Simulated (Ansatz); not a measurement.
BAs:
```xyz
6
Lattice="3.4587 0.0000 0.0000 -1.7294 2.9954 0.0000 0.0000 0.0000 7.4816" Properties=species:S:1:pos:R:3 pbc="T T T"
B      1.7294     0.0000     3.7408
B     -0.8647     1.4977     1.2469
B      0.8647     1.4977     6.2347
As     1.7294     0.0000     0.0000
As    -0.8647     1.4977     4.9878
As     0.8647     1.4977     2.4939
```

Relaxed with PBE. Special points in fractions of this cell's reciprocal vectors: Γ (0.000, 0.000, 0.000); M (0.500, 0.000, 0.000); K (0.333, 0.333, 0.000); A (0.000, 0.000, 0.500); L (0.500, 0.000, 0.500); H (0.333, 0.333, 0.500).

Question: List the band energies nearest the valence-band maximum at these points for the program Ansatz at the PBE with spin–orbit coupling level (PAW).

Answer: In eV from the valence-band maximum; about four levels below and three above (degenerate sets whole), none deeper than 8.9 eV; points with the same levels are listed once.

```json
[
 {"k": "Γ", "below": "-0.92 -0.92 0.00 0.00", "above": "2.15 2.15 2.15 2.15"},
 {"k": "M", "below": "-2.73 -2.73 -2.42 -2.42", "above": "0.47 0.47 0.66 0.66"},
 {"k": "K", "below": "-2.55 -2.55 -2.50 -2.49", "above": "0.61 0.61 2.32 2.32"},
 {"k": "A", "below": "-1.09 -1.09 -0.67 -0.67", "above": "1.95 1.95 2.50 2.50"},
 {"k": "L", "below": "-3.28 -3.28 -2.89 -2.89", "above": "1.78 1.78 2.18 2.18"},
 {"k": "H", "below": "-3.12 -3.12 -2.64 -2.64", "above": "2.70 2.70 3.52 3.52 3.53"}
]
```

Space group P6_222. The start of the workflow was typed in or built on a structure type; neither database checked (COD, Materials Project) lists it. It is not the phase usual at ambient conditions (space group No. 216). The cell was relaxed with PBE under the symmetry of its start; whether a distortion lowers the energy is not shown. Its formation energy is positive at this level, so the cell may be metastable or incomplete.

Potentials: the later of the program's two PAW sets.
